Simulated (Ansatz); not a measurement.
LaN:
Space group F-43m (No. 216); a = b = c = 5.613 Å, α = β = γ = 90.00°

```
atom  site  symmetry       x       y       z
----  ----  --------  ------  ------  ------
N       4d      -43m  0.7500  0.7500  0.7500
La      4a      -43m  0.0000  0.0000  0.0000
```
(The calculation used a cell of 2 atoms; values per cell refer to that cell.)

This is the PBE-relaxed structure.

Problem. All from PBE (plane waves, PAW; program Ansatz), unless another level is named. Give the hole effective mass with spin–orbit coupling.

Solution. 0.73, 1.1, 1.1 mₑ (principal values).

Problem. And the formation energy from the elements (no fitted shifts)?

Solution. -1.22 eV/atom.

Problem. Give the smallest direct gap on the standard path.

Solution. 2.25 eV.

Problem. Predict the electron effective mass.

Solution. 0.40 mₑ (isotropic).

Problem. And the weight of the valence-edge state by species (Voronoi cells)?

Solution. N 81 %, La 19 %.

The start of the workflow was typed in or built on a structure type; neither database checked (COD, Materials Project) lists it. COD files the formula under space group No. 225, so this cell is another polymorph or a model. Its standing as an ambient phase is unchecked. The PBE relaxation kept the symmetry of its start; whether a distortion lowers the energy is not shown. The references are the lowest solids computed at this level, not always the standard phases (solids in place of the gases). Spin–orbit coupling is left out wherever it is not named.

Potentials: the earlier of the program's two PAW sets.
